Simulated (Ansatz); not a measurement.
## What DFT gives for MgSb2S4Br

```
CELL_PARAMETERS angstrom
0.00000 3.80946 0.00000
9.93838 -1.90473 0.00000
-4.34684 1.90473 -10.03365
ATOMIC_POSITIONS crystal
Mg 0.33668 0.10714 0.43378
Mg 0.66332 0.89286 0.56622
Sb 0.04659 0.31008 0.21690
Sb 0.95341 0.68992 0.78310
Sb 0.70494 0.31292 0.90304
Sb 0.29506 0.68708 0.09696
S 0.21230 0.07640 0.65180
S 0.78770 0.92360 0.34820
S 0.31950 0.50750 0.86850
S 0.68050 0.49250 0.13150
S 0.10130 0.17790 0.97530
S 0.89870 0.82210 0.02470
S 0.46340 0.13900 0.21220
S 0.53660 0.86100 0.78780
Br 0.89602 0.32676 0.53472
Br 0.10398 0.67324 0.46528
```

Method: r2SCAN, no spin polarisation; PAW, plane waves to 500 eV, 5×5×5 Γ-centred mesh, fermi-dirac occupations (width 0.1 eV) (Ansatz 0.2.0), atoms fixed.

Task: Is the cell too large or too small?

Result: The pressure is 1.6 GPa (compression positive), so with the atoms held at these fractions the cell would first expand; the forces are large, so a full relaxation may end otherwise. The principal stresses 0.5, 1.3, 3.0 GPa differ, so its shape would change too.

Task: What happens at the Fermi level?

Result: It is a metal, with about 11 states/eV a cell as the mean within 0.25 eV of the Fermi level, mostly S p (75 %).

Task: What do density and ELF say about some of the short contacts?

Result: Sb–S at 2.43 Å: least valence density 0.61 e/Å³ and ELF 0.55 there. Mg–S at 2.52 Å: least valence density 0.20 e/Å³ and ELF 0.06 there. Mg–Br at 2.77 Å: least valence density 0.12 e/Å³ and ELF 0.06 there. Both are smooth PAW fields, read partly inside the augmentation spheres.

Task: Where is the largest force?

Result: The largest is on Sb5 (and as large on other atoms): 1.02 eV/Å, components (-0.18, 0.00, 1.00). It makes 171° with the line to a nearest neighbour, S10 at 2.43 Å, pointing away from it.

Origin: a known structure type with other elements, at an estimated volume, so it need not be a known compound. Caveats: many states at the Fermi level without spin polarisation, so a magnetic state may lie lower; the k mesh is coarse if the cell is a metal.
